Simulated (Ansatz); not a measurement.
# Na3SCl: relaxed-ion elastic tensor

All numbers below come from DFT PBEsol, scalar-relativistic, plane waves, PAW (Ansatz 0.2.0). Cutoff 420 eV, 6×6×6 k-points (Γ-centred), fixed occupations. No spin polarisation.

The cell is fixed (symmetry leaves no force on the atoms) and stands under 0.0 GPa:
```
Cl S Na
1.0
     5.16850    0.00000    0.00000
     0.00000    5.16850    0.00000
     0.00000    0.00000    5.16850
Cl S Na
1 1 3
Direct
  0.00000 0.00000 0.00000
  0.50000 0.50000 0.50000
  0.50000 0.50000 0.00000
  0.50000 0.00000 0.50000
  0.00000 0.50000 0.50000
```

The cell is the ideal cubic antiperovskite prototype; whether it is the stable structure of this composition wasn't checked.

Question: Give the relaxed-ion elastic constants (GPa, Voigt order xx yy zz yz xz xy, on the axes of the cell above).

Answer:
```
52.9  4.4  4.4  0.0  0.0  0.0
 4.4 52.9  4.4  0.0  0.0  0.0
 4.4  4.4 52.9  0.0  0.0  0.0
 0.0  0.0  0.0  6.0  0.0  0.0
 0.0  0.0  0.0  0.0  6.0  0.0
 0.0  0.0  0.0  0.0  0.0  6.0
```

Question: Is the crystal stable against homogeneous strain?

Answer: Yes: the least eigenvalue of the tensor is 6.0 GPa.

Question: And the moduli of a polycrystal (Hill averages)?

Answer: B = 21 GPa, G = 11 GPa, E = 28 GPa, ν = 0.27.